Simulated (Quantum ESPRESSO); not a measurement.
# Mo3Hf5: input and log of a self-consistent run

A calculation, not a measurement. The program is pw.x of Quantum ESPRESSO 7.5 (plane-wave density functional theory). The cell is made up: eight metal atoms on a hexagonal close-packed lattice, with elements, volume, strain and displacements drawn at random and not relaxed, so it may be unstable or far from any real phase. PseudoDojo standard norm-conserving files set the functional (PBE unless stated); there is no spin polarisation or spin-orbit coupling, the Fermi-Dirac width of 0.25 eV means electrons at about 2900 K, and the masses in the input are unused placeholders. Heavy elements are run without spin-orbit coupling, which real alloys of them have. A spin test at this wide smearing found no moment, but such smearing suppresses magnetism that the real alloy may have.

Input:

```
&control calculation='scf', pseudo_dir='./dojo.nc.sr.pbe.v0_5.standard.upf', outdir='./o', disk_io='minimal', tprnfor=.true., tstress=.true. /
&system ibrav=0, nat=8, ntyp=2, nbnd=69, ecutwfc=79.96652505, nosym=.true., tot_charge=0,
 occupations='smearing', smearing='fd', degauss=0.0183746611
/
&electrons conv_thr=1.470e-08, electron_maxstep=70, mixing_beta=0.5 /
ATOMIC_SPECIES
Hf 1.0 Hf.upf
Mo 1.0 Mo.upf
CELL_PARAMETERS angstrom
-0.0733 5.2727 0.0483
3.1005 0.0037 5.0373
3.0277 -0.0883 -4.9932
ATOMIC_POSITIONS angstrom
Mo 0.1373 0.0649 0.0509
Hf 2.9475 -0.0799 0.139
Mo 2.886 1.6766 -2.4843
Mo 3.0963 1.7312 2.6162
Hf 1.4533 2.6648 0.0178
Hf 4.5043 2.5843 0.0184
Hf 1.5231 4.3642 -2.3862
Hf 1.527 4.3946 2.6061
K_POINTS automatic
5 5 5 1 1 1
```

The log is shortened where brackets say so; the opening notice, blank lines, dates and the lines on written files are dropped, and the path of the files is cut. It prints rydbergs, bohrs and kilobars, and counts compression as positive stress. Its total energy is the free energy E - TS of the whole cell.

```
     Program PWSCF v.7.5
     Parallel version (MPI & OpenMP), running on       4 processor cores
     Number of MPI processes:                 4
     Threads/MPI process:                     1
     [start-up lines left out]
     bravais-lattice index     =            0
     lattice parameter (alat)  =       9.9653  a.u.
     unit-cell volume          =    1093.2308 (a.u.)^3
     number of atoms/cell      =            8
     number of atomic types    =            2
     number of electrons       =       102.00
     number of Kohn-Sham states=           69
     kinetic-energy cutoff     =      79.9665  Ry
     charge density cutoff     =     319.8661  Ry
     scf convergence threshold =      1.5E-08
     mixing beta               =       0.5000
     number of iterations used =            8  plain     mixing
     Exchange-correlation= PBE
                           (   1   4   3   4   0   0   0)
     [axes and pseudopotential details left out]
   Cartesian axes
     site n.     atom                  positions (alat units)
         1        Mo     tau(   1) = (   0.0260362   0.0123070   0.0096522  )
         2        Hf     tau(   2) = (   0.5589341  -0.0151514   0.0263586  )
         3        Mo     tau(   3) = (   0.5472718   0.3179334  -0.4710975  )
         4        Mo     tau(   4) = (   0.5871510   0.3282872   0.4961097  )
         5        Hf     tau(   5) = (   0.2755891   0.5053257   0.0033754  )
         6        Hf     tau(   6) = (   0.8541498   0.4900605   0.0034892  )
         7        Hf     tau(   7) = (   0.2888253   0.8275827  -0.4524948  )
         8        Hf     tau(   8) = (   0.2895648   0.8333474   0.4941944  )
     number of k points=    63  Fermi-Dirac smearing, width (Ry)=  0.0184
                       cart. coord. in units 2pi/alat
        k(    1) = (   0.1735338   0.1024464  -0.0021991), wk =   0.0320000
        k(    2) = (   0.3464501   0.1058253  -0.1086330), wk =   0.0320000
     [further k points left out]
     Dense  grid:   105617 G-vectors     FFT dimensions: (  60,  64,  64)
     Estimated max dynamical RAM per process >     406.98 MB
     Estimated total dynamical RAM >       1.51 GB
     Initial potential from superposition of free atoms
     starting charge     101.9864, renormalised to     102.0000
     Starting wfcs are   80 randomized atomic wfcs
     total cpu time spent up to now is        6.5 secs
     per-process dynamical memory:   337.9 Mb
     Self-consistent Calculation
     iteration #  1     ecut=    79.97 Ry     beta= 0.50
     Davidson diagonalization with overlap
     ethr =  1.00E-02,  avg # of iterations =  2.7
     total cpu time spent up to now is       21.5 secs
     total energy              =    -984.80981028 Ry
     estimated scf accuracy    <       1.72946868 Ry
     iteration #  2     ecut=    79.97 Ry     beta= 0.50
     Davidson diagonalization with overlap
     ethr =  1.70E-03,  avg # of iterations =  4.2
     total cpu time spent up to now is       39.9 secs
     total energy              =    -984.11590615 Ry
     estimated scf accuracy    <      18.06802151 Ry
     iteration #  3     ecut=    79.97 Ry     beta= 0.50
     Davidson diagonalization with overlap
     ethr =  1.70E-03,  avg # of iterations =  2.1
     total cpu time spent up to now is       54.0 secs
     total energy              =    -985.66638532 Ry
     estimated scf accuracy    <       0.14921009 Ry
     iteration #  4     ecut=    79.97 Ry     beta= 0.50
     Davidson diagonalization with overlap
     ethr =  1.46E-04,  avg # of iterations =  5.1
     total cpu time spent up to now is       72.4 secs
     total energy              =    -985.67652820 Ry
     estimated scf accuracy    <       0.23221464 Ry
     iteration #  5     ecut=    79.97 Ry     beta= 0.50
     Davidson diagonalization with overlap
     ethr =  1.46E-04,  avg # of iterations =  2.0
     total cpu time spent up to now is       88.9 secs
     total energy              =    -985.68373520 Ry
     estimated scf accuracy    <       0.30540003 Ry
     [iterations 6 to 12 left out]
     iteration # 13     ecut=    79.97 Ry     beta= 0.50
     Davidson diagonalization with overlap
     ethr =  7.92E-09,  avg # of iterations =  2.0
     total cpu time spent up to now is      215.5 secs
     total energy              =    -985.70805737 Ry
     estimated scf accuracy    <       0.00000224 Ry
     iteration # 14     ecut=    79.97 Ry     beta= 0.50
     Davidson diagonalization with overlap
     ethr =  2.20E-09,  avg # of iterations =  2.5
     total cpu time spent up to now is      230.5 secs
     total energy              =    -985.70805753 Ry
     estimated scf accuracy    <       0.00000172 Ry
     iteration # 15     ecut=    79.97 Ry     beta= 0.50
     Davidson diagonalization with overlap
     ethr =  1.69E-09,  avg # of iterations =  1.8
     total cpu time spent up to now is      244.0 secs
     total energy              =    -985.70805768 Ry
     estimated scf accuracy    <       0.00000067 Ry
     iteration # 16     ecut=    79.97 Ry     beta= 0.50
     Davidson diagonalization with overlap
     ethr =  6.55E-10,  avg # of iterations =  2.0
     total cpu time spent up to now is      257.9 secs
     total energy              =    -985.70805774 Ry
     estimated scf accuracy    <       0.00000017 Ry
     iteration # 17     ecut=    79.97 Ry     beta= 0.50
     Davidson diagonalization with overlap
     ethr =  1.69E-10,  avg # of iterations =  2.0
     total cpu time spent up to now is      271.7 secs
     End of self-consistent calculation
     [lines on levels left out]
!    total energy              =    -985.70805776 Ry
     estimated scf accuracy    <          8.0E-09 Ry
     smearing contrib. (-TS)   =      -0.16376317 Ry
     internal energy E=F+TS    =    -985.54429459 Ry
     The total energy is F=E-TS. E is the sum of the following terms:
     one-electron contribution =    -188.73665674 Ry
     hartree contribution      =     136.63112821 Ry
     xc contribution           =    -204.26615224 Ry
     ewald contribution        =    -729.17261382 Ry
     convergence has been achieved in  17 iterations
     Forces acting on atoms (cartesian axes, Ry/au):
     atom    1 type  2   force =    -0.01256176    0.00374368   -0.00060541
     atom    2 type  1   force =     0.03688840    0.06308050   -0.01490491
     atom    3 type  2   force =    -0.00241314   -0.01648077   -0.00415256
     atom    4 type  2   force =     0.00343236   -0.01167570   -0.00989097
     atom    5 type  1   force =    -0.02507265   -0.04851032    0.02138640
     atom    6 type  1   force =     0.02223208   -0.02752203    0.01573823
     atom    7 type  1   force =    -0.01268252    0.02124763   -0.02830393
     atom    8 type  1   force =    -0.00982277    0.01611701    0.02073315
     Total force =     0.115815     Total SCF correction =     0.000302
     Computing stress (Cartesian axis) and pressure
          total   stress  (Ry/bohr**3)                   (kbar)     P=      -16.36
  -0.00013917   0.00004473  -0.00000528          -20.47        6.58       -0.78
   0.00004473  -0.00018599  -0.00004907            6.58      -27.36       -7.22
  -0.00000528  -0.00004907  -0.00000853           -0.78       -7.22       -1.25
     init_run     :      6.20s CPU      6.44s WALL (       1 calls)
     electrons    :    260.06s CPU    265.19s WALL (       1 calls)
     forces       :      2.95s CPU      2.97s WALL (       1 calls)
     stress       :      9.75s CPU      9.98s WALL (       1 calls)
     [timing details left out]
     PWSCF        :   4m39.06s CPU   4m44.74s WALL
     JOB DONE.
```

In other units: free energy -13411.241 eV for the cell, pressure -1.64 GPa, largest force component 1.622 eV/Å in size. The run took 286 s of wall time with four MPI processes on a shared machine (Intel Xeon, 2023 or later, virtual cores), so the time is rough. A rerun of this cell at a higher cutoff and on a denser mesh moved values by no more than 0.003 eV in energy, 0.02 GPa in stress and 0.004 eV/Å in force, and a second program with other atomic files agreed on that cell to 2 % rms in force and 0.5 GPa in pressure.